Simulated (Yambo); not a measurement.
Yambo run on LiBH4 (space group P6_3mc, No. 186). The wavefunctions are LDA (Quantum ESPRESSO, PseudoDojo norm-conserving, 76 Ry, without SOC) ones on a 3×3×2 mesh (10 occupied bands); a = 4.1800 Å, b = 4.1800 Å, c = 6.7099 Å, α = 90.00°, β = 90.00°, γ = 120.00°.

Yambo input:

```
rim_cut
gw0
dyson
el_el_corr
HF_and_locXC
ppa
em1d
RandQpts= 1000000
RandGvec= 1 Ry
EXXRLvcs= 76 Ry
VXCRLvcs= 304 Ry
Chimod= "HARTREE"
% BndsRnXp
 3 | 179 |
%
NGsBlkXp= 3 Ry
% LongDrXp
 1.0 | 1.0 | 1.0 |
%
PPAPntXp= 27.2114 eV
% GbndRnge
 1 | 179 |
%
GTermKind= "none"
DysSolver= "n"
ExtendOut
% QPkrange
 1 | 1 | 10 | 11 |
 5 | 5 | 11 | 11 |
%
```

k points by index: 1 = Γ, 5 = K.

Table of the .qp output:

```
#    K-point    Band    Eo [eV]    E [eV]    E-Eo [eV]    Vxc [eV]    Vnlxc [eV]    Sc|Eo [eV]    Sc|E [eV]    dSc/dw|Eo [eV]    Re(Z)    Im(Z)
#
    1    10    0.000000    -1.461594    -1.461594    -12.61025    -16.68840    2.290070    2.616553    -6.077737    0.817423    -0.001435
    1    11    6.818335    7.965754    1.147420    -8.895663    -4.219194    -3.310297    -3.529049    -5.187140    0.839894    -0.001268
    5    11    6.381585    7.426294    1.044709    -7.046027    -2.751692    -3.072932    -3.249626    -4.601754    0.855349    -0.001176
```
(The two width columns are left out.) Convergence of these settings isn't established.

Geometry of the Materials Project entry, not relaxed at this level.

The structure is a Materials Project entry; no match was found in the copy of COD used, and its stability was not checked.
